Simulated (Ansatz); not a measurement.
The numbers come from plane-wave PAW DFT (Ansatz): PBE, no spin polarisation, 420 eV, 9×9×5 Γ-centred k points, fermi-dirac occupations (width 0.1 eV). Nothing was relaxed. The cell carries a charge of +1 e on a uniform background.

Computed maps in the lattice plane spanned by a (left to right, 3.63 Å, 11 points from zero) and b (bottom to top, 3.63 Å, 11 points from zero), 90° apart, at height 0.500 along c. The fields are smooth PAW ones with compensation charges, not the true ones near nuclei.

Valence density. Digits on a logarithmic scale: 0 up to 0.03 e/Å³, each further digit a factor of 1.6, 9 from 1.3 e/Å³ up:
```
47998543443
69999743434
69999854444
58999643433
45786434544
44454346875
53343469998
64444589999
64343479999
43443458997
34665445664
```

ELF. Ten even steps from '0' (0.03) to '9' (0.81):
```
17999400000
49989810210
49869811320
29999600100
04886100110
00110016884
20010069999
40231189689
40120189899
10000049997
01442002441
```

Question: The cell is AlCuSF. Which atoms lie within 0.2 Å of this plane, and where (fractions of a and b)?

Answer: F at (0.25, 0.75), F at (0.75, 0.25). The whole cell:
```
F Al Cu S
1.0
     3.62656    0.00000    0.00000
     0.00000    3.62656    0.00000
     0.00000    0.00000    7.93638
F Al Cu S
2 2 2 2
Direct
  0.25000 0.75000 0.50000
  0.75000 0.25000 0.50000
  0.25000 0.25000 0.17080
  0.75000 0.75000 0.82920
  0.25000 0.75000 0.00000
  0.75000 0.25000 0.00000
  0.25000 0.25000 0.66460
  0.75000 0.75000 0.33540
```

Origin: a known structure type with other elements, at an estimated volume, so it need not be a known compound. Caveats: many states at the Fermi level without spin polarisation, so a magnetic state may lie lower; atoms or cell far from equilibrium; charged cell with a uniform background.
